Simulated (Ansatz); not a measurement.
ZnF2:
```
ZnF2
1.0
    4.70266     0.00000     0.00000
    0.00000     4.70266     0.00000
    0.00000     0.00000     3.12760
Zn F
2 4
Cartesian
  0.00000   0.00000   0.00000
  2.35133   2.35133   1.56380
  1.42577   1.42577   0.00000
  0.92556   3.77710   1.56380
  3.27689   3.27689   0.00000
  3.77710   0.92556   1.56380
```

Relaxed with r²SCAN.

Q: Map the electron localisation function on the plane through (0.000, 0.000, 0.000) spanned by u = [0, 0, 1] and v = [1, 1, 0] in lattice vectors, from r²SCAN (plane waves, PAW; program Ansatz).

A: x is the fraction of u, y of v (the angle between them is 90°; rows are the nearest grid lines); atoms in the plane: Zn at (0.00, 0.00), Zn at (0.50, 0.50), F at (0.00, 0.30), F at (0.00, 0.70).
```
y \ x   0.000  0.0625  0.188  0.250  0.375  0.438  0.562  0.625  0.750  0.812  0.938   1.00
------  -----  ------  -----  -----  -----  -----  -----  -----  -----  -----  -----  -----
1.00    0.000   0.000  0.052  0.118  0.053  0.043  0.043  0.053  0.118  0.052  0.000  0.000
0.909   0.062   0.074  0.124  0.100  0.041  0.032  0.032  0.041  0.100  0.124  0.074  0.062
0.848   0.126   0.120  0.085  0.061  0.023  0.016  0.016  0.023  0.061  0.085  0.120  0.126
0.758   0.764   0.783  0.759  0.615  0.112  0.026  0.026  0.112  0.615  0.759  0.783  0.764
0.697   0.399   0.551  0.805  0.717  0.129  0.051  0.051  0.129  0.717  0.805  0.551  0.399
0.606   0.783   0.780  0.474  0.150  0.120  0.115  0.115  0.120  0.150  0.474  0.780  0.783
0.545   0.257   0.220  0.086  0.114  0.022  0.002  0.002  0.022  0.114  0.086  0.220  0.257
0.455   0.257   0.220  0.086  0.114  0.022  0.002  0.002  0.022  0.114  0.086  0.220  0.257
0.394   0.783   0.780  0.474  0.150  0.120  0.115  0.115  0.120  0.150  0.474  0.780  0.783
0.303   0.399   0.551  0.805  0.717  0.129  0.051  0.051  0.129  0.717  0.805  0.551  0.399
0.242   0.764   0.783  0.759  0.615  0.112  0.026  0.026  0.112  0.615  0.759  0.783  0.764
0.152   0.126   0.120  0.085  0.061  0.023  0.016  0.016  0.023  0.061  0.085  0.120  0.126
0.0909  0.062   0.074  0.124  0.100  0.041  0.032  0.032  0.041  0.100  0.124  0.074  0.062
0.000   0.000   0.000  0.052  0.118  0.053  0.043  0.043  0.053  0.118  0.052  0.000  0.000
```

The density is the valence pseudo-density with augmentation charge, so density and ELF within about 1 Å of a nucleus are not all-electron values.

Space group P4_2/mnm (rutile). Symmetry was held in the r²SCAN relaxation.

Potentials: the later of the program's two PAW sets.
